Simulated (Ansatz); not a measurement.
Ba2CaMoO6:
```
CELL_PARAMETERS angstrom
      0.00000     4.18632     4.18632
      4.18632     0.00000     4.18632
      4.18632     4.18632     0.00000
ATOMIC_POSITIONS crystal
  Ba 0.75000 0.75000 0.75000
  Ba 0.25000 0.25000 0.25000
  Ca 0.00000 0.00000 0.00000
  Mo 0.50000 0.50000 0.50000
  O  0.72768 0.72768 0.27232
  O  0.27232 0.27232 0.72768
  O  0.27232 0.72768 0.72768
  O  0.72768 0.27232 0.27232
  O  0.72768 0.27232 0.72768
  O  0.27232 0.72768 0.27232
```

Relaxed with HSE06. Special points in fractions of this cell's reciprocal vectors: Γ (0.000, 0.000, 0.000); X (0.500, 0.000, 0.500); U (0.625, 0.250, 0.625); K (0.375, 0.375, 0.750); L (0.500, 0.500, 0.500); W (0.500, 0.250, 0.750).

Task: List the band energies nearest the valence-band maximum at these points for HSE06 in the plane-wave PAW code Ansatz.

Result: In eV from the valence-band maximum; about four levels below and three above (degenerate sets whole), none deeper than 8.9 eV; points with the same levels are listed once.

```csv
k,below,above
Γ,-0.38 -0.38 -0.38 0.00 0.00 0.00,3.94 3.94 3.94
X,-1.01 -1.01 -0.62 -0.62 -0.05,3.54 4.77 4.77
U,-0.80 -0.78 -0.78 -0.19,3.89 4.58 4.64
L,-0.83 -0.83 -0.47 -0.47 -0.33,4.26 4.37 4.37
W,-0.94 -0.94 -0.38 -0.38,4.18 4.18 4.76
```

Space group Fm-3m. The first step of the workflow began from a Materials Project structure, measured or hypothetical; the Crystallography Open Database files this formula in space group No. 225, but the cells were not matched. Whether it is the stable phase at ambient conditions was not checked. Symmetry was held in the HSE06 relaxation; its stability against distortions is not shown here. The run is not spin-polarised. The hybrid was solved on a coarse mesh, the path and, where they were found, the r²SCAN edge points; its band edges are the extreme levels among these. Spin–orbit coupling is left out wherever it is not named.

Potentials: the later of the program's two PAW sets.
